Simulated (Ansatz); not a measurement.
NiGe:
```xyz
2
Lattice="2.9290 0.0000 0.0000 0.0000 2.9290 0.0000 0.0000 0.0000 2.9290" Properties=species:S:1:pos:R:3 pbc="T T T"
Ni     0.0000     0.0000     0.0000
Ge     1.4645     1.4645     1.4645
```

Relaxed with PBEsol. Special points in fractions of this cell's reciprocal vectors: Γ (0.000, 0.000, 0.000); X (0.000, 0.500, 0.000); M (0.500, 0.500, 0.000); R (0.500, 0.500, 0.500).

Q: List the band energies nearest the Fermi level at these points for plane-wave PAW PBEsol with spin–orbit coupling (Ansatz code).

A: In eV from the Fermi level; about four levels below and three above (degenerate sets whole), none deeper than 8.9 eV; points with the same levels are listed once.

```tsv
k	below	above
Γ	-1.83 -1.83 -1.83 -1.83 -1.69 -1.69	2.29 2.29 2.63 2.63 2.63 2.63
X	-1.74 -1.74 -1.06 -1.06	6.82 6.82 7.10 7.10
M	-1.27 -1.27 -0.15 -0.15	1.23 1.23 7.45 7.45
R	-1.24 -1.24 -1.24 -1.24	1.98 1.98 2.12 2.12 2.12 2.12
```

Space group Pm-3m (CsCl type). A made-up cell: these elements were put on the sites of a structure type; neither database checked (COD, Materials Project) lists it. COD files the formula under space group No. 62. Its standing as an ambient phase is unchecked. The cell was relaxed with PBEsol under the symmetry of its start; its stability against distortions is not shown here. The workflow began spin-polarised and lost its moments.

Potentials: the later of the program's two PAW sets.
